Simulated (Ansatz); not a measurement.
**Is this Zr₅TiN₆ structure a true minimum?**

It was reached by relaxing an invented guess, and it needn't be the stable form of this composition.

Theory: Ansatz, DFT PBE, scalar-relativistic, plane waves, PAW. Plane waves to 420 eV, a k mesh through Γ of 12×12×4 on the computed 12-atom cell and Gaussian smearing (0.10 eV); no spin polarisation.

The cell below (12 atoms, space group P4/mmm (No. 123)) is relaxed within its symmetry.

```cif
data_structure
_symmetry_space_group_name_H-M 'P 1'
_symmetry_Int_Tables_number 1
_cell_length_a 3.2195
_cell_length_b 3.2195
_cell_length_c 13.6288
_cell_angle_alpha 90.000
_cell_angle_beta 90.000
_cell_angle_gamma 90.000
_cell_volume 141.26
loop_
_atom_site_label
_atom_site_type_symbol
_atom_site_fract_x
_atom_site_fract_y
_atom_site_fract_z
_atom_site_occupancy
Zr1 Zr 0.00000 0.00000 0.83147 1
Zr2 Zr 0.50000 0.50000 0.00000 1
Zr3 Zr 0.00000 0.00000 0.16853 1
Zr4 Zr 0.50000 0.50000 0.34040 1
Zr5 Zr 0.50000 0.50000 0.65960 1
Ti1 Ti 0.00000 0.00000 0.50000 1
N1 N 0.00000 0.00000 0.00000 1
N2 N 0.50000 0.50000 0.16957 1
N3 N 0.00000 0.00000 0.33908 1
N4 N 0.50000 0.50000 0.50000 1
N5 N 0.00000 0.00000 0.66092 1
N6 N 0.50000 0.50000 0.83043 1
```

For the test it was strained at random (σ = 1.5 % a component), the atoms were moved at random (σ = 0.15 Å), and all was relaxed again on a coarse 6×6×2 mesh (in the run’s order of axes) with 0.20 eV smearing, with no symmetry imposed.

Question: What happens?

Answer: It returns, within 1 meV/atom of the unmoved cell on that mesh and with the same symmetry when read at 0.1 Å. No instability shows in this cell; modes of other wave vectors, which need another repeat, aren't tested.
